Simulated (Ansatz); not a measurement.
Input:

MoP:
```xyz
2
Lattice="3.2068 0.0000 0.0000 -1.6034 2.7771 0.0000 0.0000 0.0000 3.1736" Properties=species:S:1:pos:R:3 pbc="T T T"
Mo     0.0000     0.0000     0.0000
P      0.0000     1.8514     1.5868
```

This is the PBEsol-relaxed structure. Tensor components refer to the Cartesian frame of this cell.

All from the program Ansatz at the PBEsol level (PAW), unless another level is named. Give the Poisson's ratio.

0.25.

Next, the highest zone-centre frequency?

410 cm⁻¹.

And the elastic constants (relaxed ions, GPa)?

C11 = 364, C12 = 133, C13 = 168, C33 = 515, C44 = 184.

Space group P-6m2. The cell was relaxed with PBEsol under the symmetry of its start. The run is not spin-polarised. As this level gives no gap, shear constants depend on the k-mesh and smearing (Fermi–Dirac, 0.1 eV here). As this level gives no gap, phonon frequencies hold no LO–TO term and depend on the k-mesh and smearing (Fermi–Dirac, 0.1 eV here).

Potentials: the earlier of the program's two PAW sets. The files were generated under PBE; for other functionals the program regenerates the frozen cores, and for LDA and PBEsol the local potential too.
